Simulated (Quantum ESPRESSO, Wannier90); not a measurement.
## Tight-binding from DFT: ZnSnP$_{2}$ (P-4m2)

Structure: Materials Project mp-1215429, symmetrised, not relaxed again. Not found in the COD (Crystallography Open Database) copy used; not checked further. Computed values, not measurements, from PBEsol: Quantum ESPRESSO (norm-conserving PseudoDojo potentials, cutoff 68 Ry, no spin polarisation, no spin-orbit coupling) on a Γ-centred 8×8×6 mesh, then Wannier90. Density: 8×8×6 mesh, Gaussian smearing 0.01 Ry. Spin-orbit coupling is left out although heavy elements are present.

```
begin unit_cell_cart
ang
    4.0039000000    0.0000000000    0.0000000000
    0.0000000000    4.0039000000    0.0000000000
    0.0000000000    0.0000000000    5.6231800000
end unit_cell_cart
mp_grid = 8 8 6
```

Q: Which shells of neighbouring k-points and which b-vectors and weights does Wannier90 pick for this cell and mesh?

A: 
```
 *---------------------------------- K-MESH ----------------------------------*
 +----------------------------------------------------------------------------+
 |                    Distance to Nearest-Neighbour Shells                    |
 |                    ------------------------------------                    |
 |          Shell             Distance (Ang^-1)          Multiplicity         |
 |          -----             -----------------          ------------         |
 |             1                   0.186229                      2            |
 |             2                   0.196158                      4            |
 |             3                   0.270480                      8            |
 |             4                   0.277410                      4            |
 |             5                   0.334122                      8            |
 |             6                   0.372457                      2            |
 |             7                   0.392317                      4            |
 |             8                   0.420954                      8            |
       ... (lines left out)
 +----------------------------------------------------------------------------+
 | The b-vectors are chosen automatically                                     |
 | The following shells are used:                       1,  2                 |
 +----------------------------------------------------------------------------+
 |                        Shell   # Nearest-Neighbours                        |
 |                        -----   --------------------                        |
 |                          1               2                                 |
 |                          2               4                                 |
 +----------------------------------------------------------------------------+
 | Completeness relation is fully satisfied [Eq. (B1), PRB 56, 12847 (1997)]  |
 +----------------------------------------------------------------------------+
 |                  b_k Vectors (Ang^-1) and Weights (Ang^2)                  |
 |                  ----------------------------------------                  |
 |            No.         b_k(x)      b_k(y)      b_k(z)        w_b           |
 |            ---        --------------------------------     --------        |
 |             1         0.000000    0.000000    0.186229    14.417061        |
 |             2         0.000000    0.000000   -0.186229    14.417061        |
 |             3         0.000000    0.196158    0.000000    12.994414        |
 |             4         0.196158    0.000000    0.000000    12.994414        |
 |             5         0.000000   -0.196158    0.000000    12.994414        |
 |             6        -0.196158    0.000000    0.000000    12.994414        |
```
